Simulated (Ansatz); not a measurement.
Here is the system:

TiC2 in space group P6/mmm (No. 191; Ti on 1a, C on 2d), a = b = 2.6593 Å, c = 3.8588 Å, α = β = 90.00°, γ = 120.00°.

This is the r²SCAN-relaxed structure.

Task: All from the program Ansatz at the r²SCAN level (PAW), unless another level is named. Estimate the electronic character.

Result: metallic (no gap).

Task: Predict the formation energy from the elements (no fitted shifts).

Result: 0.53 eV/atom.

Task: And the density of states at the Fermi level?

Result: 0.24 states/eV per atom (mean over ±0.08 eV).

The start of the workflow was typed in or built on a structure type; neither database checked (COD, Materials Project) lists it. Whether it is the stable phase at ambient conditions was not checked. The r²SCAN relaxation kept the symmetry of its start; its stability against distortions is not shown here. No spin polarisation was allowed. The volume moved by 21 % from the start of the relaxation. Its formation energy is positive at this level, so the cell may be metastable or incomplete. The references are the lowest solids computed at this level, not always the standard phases.

Potentials: the earlier of the program's two PAW sets. The files were generated under PBE; for other functionals the program regenerates the frozen cores, and for LDA and PBEsol the local potential too.
